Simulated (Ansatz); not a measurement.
An Ansatz (a quantum-chemistry and plane-wave program) run. Input:

Ansatz 0.2 input:
```yaml
crystal:
  lattice:
    - [0.0, 2.4530021336, 2.4530021336]
    - [2.4530021336, 0.0, 2.4530021336]
    - [2.4530021336, 2.4530021336, 0.0]
  atoms:
    - { symbol: Y, position: [0.5, 0.5, 0.5] }
    - { symbol: N, position: [0.0, 0.0, 0.0] }
kpoints:
  mp_grid: { grid: [7, 7, 7] }
hamiltonian:
  xc: hse06
  pseudopotentials: { kind: paw }
scf:
  n_extra_bands: 6
  occupations: { method: fixed }
output:
  eigenvalues: true
  eigenstates:
    e_range: [-9.0, 8.3]
    kpoints:
      - [0.0, 0.0, 0.0]  # VBM
      - [0.0, 0.5, 0.5]  # CBM
      - [0.0, 0.0, 0.0]  # GAMMA
      - [0.5, 0.0, 0.5]  # X
      - [0.5, 0.5, 0.5]  # L
      - [0.5, 0.25, 0.75]  # W
      - [0.375, 0.375, 0.75]  # K
      - [0.625, 0.25, 0.625]  # U
```

Output (shortened):

```
Pseudopotential: Y, paw, valence charge 11
Pseudopotential: N, paw, valence charge 5
Functional definition: HSE06
davidson cushion auto → on  (no smearing: the cushion is to keep the highest requested band from converging to the state above it …
Crystal: 2 atoms, lattice volume = 29.521 Å³
Basis set: ecut = 420 eV, 561 PW (Γ)
Bands: 14, of which v1, the nominal top of the filled ones, is band 8 counted from 1 (7 counted from 0)
Symmetry: 48 space group operations
Space group: Fm-3m (ITA 225), of the structure as read, at distance tolerance 3.1e-5 Å
k-points: 20 of 343
SCF iter   1: F=—  HF=-4236.076183 eV  |F-HF|=—  |Δ(HF+E_count)|=         —  Δρ=1.33e-3  dr2=5.18e-4  ethr=1.77e-3  ⟨swp⟩=5.4  Hψ=1174  notcnv=0
preconditioner: auto → none
SCF iter   2: F=—  HF=-4236.076252 eV  |F-HF|=—  |Δ(HF+E_count)|=   6.86e-5  Δρ=9.70e-4  dr2=2.75e-4  ethr=3.24e-6  ⟨swp⟩=3.8  Hψ=942  notcnv=0
SCF iter   3: F=—  HF=-4236.076210 eV  |F-HF|=—  |Δ(HF+E_count)|=   4.16e-5  Δρ=3.50e-4  dr2=3.70e-5  ethr=1.72e-6  ⟨swp⟩=3.0  Hψ=687  notcnv=0
iter 4 solved again at ethr=2.26e-8 eV; its pass at ethr=2.32e-7 eV (dr2=3.61e-6 eV) is discarded
SCF iter   4: F=-4236.076211 eV  HF=-4236.076211 eV  |F-HF|=1.89e-7  |Δ(HF+E_count)|=   2.49e-7  Δρ=1.21e-4  dr2=3.65e-6  ethr=2.26e-8  ⟨swp⟩=2.0  Hψ=1280  notcnv=0
SCF 1 stopped early in 4 iterations: F = -4236.076211 eV  dr2 = 3.65e-6
Crystal: 2 atoms, lattice volume = 29.521 Å³
Exchange kernel: α = 0.2500, screened, ω = 0.2079 Å⁻¹, Wigner–Seitz truncation, v(0) = 1046.6814 eV·Å³, q-mesh 7×7×7, nearest image of the exchange supercell L …
Frozen-core exchange: fock
SCF iter   1: F=—  HF=-4238.558186 eV  |F-HF|=—  |Δ(HF+E_count)|=         —  Δρ=9.08e-3  dr2=4.22e-2  ethr=2.28e-7  ⟨swp⟩=6.5  Hψ=1533  notcnv=0
preconditioner: auto → none
SCF iter   2: F=—  HF=-4238.550099 eV  |F-HF|=—  |Δ(HF+E_count)|=   8.09e-3  Δρ=8.85e-3  dr2=2.13e-2  ethr=2.28e-7  ⟨swp⟩=5.2  Hψ=1343  notcnv=0
SCF iter   3: F=—  HF=-4238.545819 eV  |F-HF|=—  |Δ(HF+E_count)|=   4.28e-3  Δρ=2.39e-3  dr2=2.47e-3  ethr=2.28e-7  ⟨swp⟩=5.0  Hψ=1168  notcnv=0
SCF iter   4: F=—  HF=-4238.552888 eV  |F-HF|=—  |Δ(HF+E_count)|=   7.07e-3  Δρ=1.41e-3  dr2=8.96e-4  ethr=2.28e-7  ⟨swp⟩=4.0  Hψ=1078  notcnv=0
SCF iter   5: F=—  HF=-4238.552658 eV  |F-HF|=—  |Δ(HF+E_count)|=   2.29e-4  Δρ=2.85e-4  dr2=2.70e-5  ethr=2.28e-7  ⟨swp⟩=3.0  Hψ=862  notcnv=0
SCF iter   6: F=-4238.552728 eV  HF=-4238.552728 eV  |F-HF|=4.77e-7  |Δ(HF+E_count)|=   7.01e-5  Δρ=1.15e-4  dr2=2.37e-6  ethr=1.22e-7  ⟨swp⟩=3.1  Hψ=783  notcnv=0
SCF 2 stopped early in 6 iterations: F = -4238.552728 eV  dr2 = 2.37e-6
hybrid outer 1: dexx = +8.022e-3 eV, tail = 1.32e-5 eV
Crystal: 2 atoms, lattice volume = 29.521 Å³
Exchange kernel: α = 0.2500, screened, ω = 0.2079 Å⁻¹, Wigner–Seitz truncation, v(0) = 1046.6814 eV·Å³, q-mesh 7×7×7, nearest image of the exchange supercell L …
Frozen-core exchange: fock
SCF iter   1: F=—  HF=-4238.552764 eV  |F-HF|=—  |Δ(HF+E_count)|=         —  Δρ=9.69e-5  dr2=1.94e-6  ethr=4.11e-7  ⟨swp⟩=3.0  Hψ=666  notcnv=0
preconditioner: auto → none
iter 2 solved again at ethr=2.33e-10 eV; its pass at ethr=1.16e-8 eV (dr2=3.73e-8 eV) is discarded
SCF iter   2: F=-4238.552763 eV  HF=-4238.552763 eV  |F-HF|=1.86e-8  |Δ(HF+E_count)|=   4.62e-7  Δρ=2.56e-5  dr2=4.50e-8  ethr=2.33e-10  ⟨swp⟩=2.7  Hψ=1399  notcnv=0
SCF 3 converged in 2 iterations: F = -4238.552763 eV  dr2 = 4.50e-8
hybrid outer 2: dexx = +1.400e-7 eV, tail = 1.01e-7 eV, Δε = 2.69e-3 eV (about 2.87e-4 eV left of the loop's levels)
NSCF: frozen V_eff on 8 k-points
hybrid SCF converged: 2 outer / 8 inner (+4 warm-up), last move |dexx| = 1.40e-7 eV, tail = 1.01e-7 eV
Stability not checked (fock_operator)
Free energy (F): -4238.552763 eV
Frozen-core exchange: fock
Harris-Foulkes:  -4238.552763 eV  (|F-HF|=1.86e-8)
Internal energy: -4238.552763 eV  (E = F + TS)
E sigma→0 (E₀):  -4238.552763 eV
Fermi energy:    11.216876 eV
--- Per-component energies (eV) ---
  E_band       = -79.947963
  E_kinetic    = 436.374443
  E_local      = -606.689328  (includes V_loc(G=0)·N_el)
  E_nonlocal   = 93.488223
  E_hartree    = 186.782273
  E_xc         = -188.742671
  E_vxc        = -221.298591  (∫ρ·V_xc dr)
  E_exx        = -40.688230  (= α·E_x^exact, valence–valence)
  E_paw        = -2960.393006  (= ΣΔE_a)
  E_vpaw       = -74.010083  (= ΣTr[D̂ρ^β])
  E_aug_tail   = 0.000095  (compensation charges beyond the density's cutoff)
  E_ewald      = -1158.281820
  E_core_change = -0.402741  (= ΣΔE_core)
  E_smearing   =  0.000000  (= −TS)
  E_closure    =  0.000000  (closes the sum)
  Σ components = -4238.552763   (vs F -4238.552763, Δ=0.00e0)
  [band-id]    e_kinetic+e_local+e_nonlocal+2·e_hartree+e_vxc+2·e_exx+e_vpaw+e_augmentation_tail = -79.947155   (vs E_band -79.947963, Δ=8.08e-4)
--- Band table (eV; the first three rows and the last of 20) ---
  k-point 0: bands = ["-32.3493", "-10.6524", "-10.6524", "-10.6524", "-3.1233", "11.2169", "11.2169", "11.2169", "15.5138", "15.5138", "15.5138", "16.4093", "17.4945", "17.4945"]
  k-point 1: bands = ["-32.3263", "-10.9141", "-10.6673", "-10.6673", "-2.7519", "10.0357", "10.5683", "10.5683", "15.6267", "16.0252", "16.0252", "17.5488", "18.5182", "18.5182"]
  k-point 2: bands = ["-32.2740", "-11.4400", "-10.7006", "-10.7006", "-1.9482", "8.1632", "9.5155", "9.5155", "16.2323", "17.3157", "17.3157", "19.3606", "20.6578", "20.6578"]
  k-point 19: bands = ["-32.1888", "-11.3304", "-11.3122", "-10.9757", "-2.0602", "8.6654", "9.4193", "9.5194", "15.8153", "17.2413", "20.0297", "20.2704", "21.5819", "25.0343"]
```

Cost: around 60 core-seconds (rough) on shared cores.

The points marked VBM and CBM come from a semilocal run.

The PBE relaxation kept the symmetry of its start. No spin polarisation was allowed. Scalar-relativistic: spin–orbit coupling is off unless named, which matters more the heavier the elements.

Potentials: the later of the program's two PAW sets.

Ansatz is a plane-wave DFT program.
